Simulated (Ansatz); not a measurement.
HfC:
Space group P-6m2 (No. 187); a = b = 3.2010 Å, c = 2.8881 Å, α = β = 90.00°, γ = 120.00°

```
atom  site  symmetry       x       y       z
----  ----  --------  ------  ------  ------
Hf      1a      -6m2  0.0000  0.0000  0.0000
C       1d      -6m2  0.3333  0.6667  0.5000
```

Relaxed at zero pressure with PBEsol (plane waves, PAW; program Ansatz).

Task: The volume is raised by 3 % and shape and atoms relax at that volume. What pressure results, and how do the axes share the change?

Result: -5.9 GPa; a 1.1 %, b 1.1 %, c 0.8 %; the energy rises by 7 meV/atom.

Task: Give the new structure.

Result: 
Space group P-6m2 (No. 187); a = 3.2363 Å, b = 3.2363 Å, c = 2.9102 Å, α = 90.00°, β = 90.00°, γ = 120.00°

| atom | site | symmetry | x | y | z |
|---|---|---|---|---|---|
| Hf | 1a | -6m2 | 0.0000 | 0.0000 | 0.0000 |
| C | 1d | -6m2 | 0.3333 | 0.6667 | 0.5000 |

The phase is kept; no other phase was compared at this pressure.

The start of the workflow was typed in or built on a structure type; neither database checked (COD, Materials Project) lists it. It is not the phase usual at ambient conditions (space group No. 225). The cell was relaxed with PBEsol under the symmetry of its start. At this level the phase is mechanically unstable. No spin polarisation was allowed. Scalar-relativistic: spin–orbit coupling is off unless named, which matters more the heavier the elements.

Potentials: the later of the program's two PAW sets.
